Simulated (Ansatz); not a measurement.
Structure relaxation, Zr

The start is a generated cell, Zr built in the simple-cubic structure type. The cell and all atomic positions are relaxed at zero pressure with r2SCAN (plane waves to 500 eV, PAW, scalar-relativistic; Ansatz, an electronic-structure program). First-step values are on the input's coarse k-mesh.

Ansatz input (later rounds restart from its end on a renewed k-mesh):
Ansatz 0.2 input:
```yaml
crystal:
  lattice:
    - [2.963789, 0, 0]
    - [0, 2.963789, 0]
    - [0, 0, 2.963789]
  atoms:
    - { symbol: Zr, position: [0, 0, 0] }
basis: { ecutwfc: 500, ecutrho_ratio: 4, xc_grid: 4, fft_grid_basis: typed }
kpoints: { mp_grid: { grid: [11, 11, 11] } }
hamiltonian:
  xc: r2scan
  dispersion: none
  pseudopotentials: { azcp: { folder: ./paw }, kind: paw }
scf: { occupations: { method: fermi_dirac, width: 0.05 } }
relax: { f_tol: 0.01, max_steps: 100, cell: { stress_tol: 0.02 } }
output: { forces: true, stress: true }
```

By how much does the energy per atom fall from start to end?

0.02 eV/atom.

How does the volume per atom move from start to end?

-5.8 %, from 26.03 to 24.52 Å³/atom.

What band gap does the relaxed structure have at this level?

Zero (metallic).

Write out the relaxed structure.


```cif
data_Zr
_chemical_formula_sum 'Zr1'
_space_group_name_H-M_alt 'Pm-3m'
_space_group_IT_number 221
_space_group_name_Hall '-P 4 2 3'
_cell_length_a 2.90528
_cell_length_b 2.90528
_cell_length_c 2.90528
_cell_angle_alpha 90.000
_cell_angle_beta 90.000
_cell_angle_gamma 90.000
loop_
_atom_site_label
_atom_site_type_symbol
_atom_site_symmetry_multiplicity
_atom_site_Wyckoff_symbol
_atom_site_fract_x
_atom_site_fract_y
_atom_site_fract_z
_atom_site_occupancy
Zr1 Zr 1 a 0.00000 0.00000 0.00000 1
```

The space group stays Pm-3m (No. 221) (the run could not lower it); the end is simple cubic type, with 1 atom in the primitive cell. Final values are on a 16×16×16 k-mesh of the relaxed cell. No spin polarisation in the result.

The run could not lose the symmetry of its start: the end is stationary, and may be a saddle point rather than a minimum.

The relaxed structure here is a generated cell of Zr: the first start was made by placing the elements on the sites of a structure type, and the end was not matched to a known phase here, so it may be hypothetical. Known forms of Zr include space group No. 194.
